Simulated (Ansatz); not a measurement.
Electric field gradients in ZrPbO$_{3}$

The calculation used DFT PBEsol, scalar-relativistic, plane waves, PAW (Ansatz 0.2.0). Cutoff 420 eV, 6×6×6 k-points (Γ-centred), fixed occupations. No spin polarisation.

The cell, relaxed at this level:
```
Zr Pb O
1.0
     4.14129    0.00000    0.00000
     0.00000    4.14129    0.00000
     0.00000    0.00000    4.14129
Zr Pb O
1 1 3
Direct
  0.00000 0.00000 0.00000
  0.50000 0.50000 0.50000
  0.50000 0.00000 0.00000
  0.00000 0.00000 0.50000
  0.00000 0.50000 0.00000
```

Spin–orbit coupling is left out, which matters for gradients at heavy nuclei.

Give V_zz (10²¹ V/m²) and the asymmetry η at each distinct site.

Results:

| atom | V_zz | η |
| --- | --- | --- |
| Zr (atom 1) | 0.000 | zero by symmetry |
| Pb (atom 2) | 0.000 | zero by symmetry |
| O (atom 3) | -3.48 | 0.00 |

Whether ZrPbO3 exists in this form wasn't checked. Symmetry holds off the tilts and polar distortions that many cubic perovskites undergo.

Cost: 1 run of about 0.11 core-minutes, on AMD EPYC 7571 (shared hosts).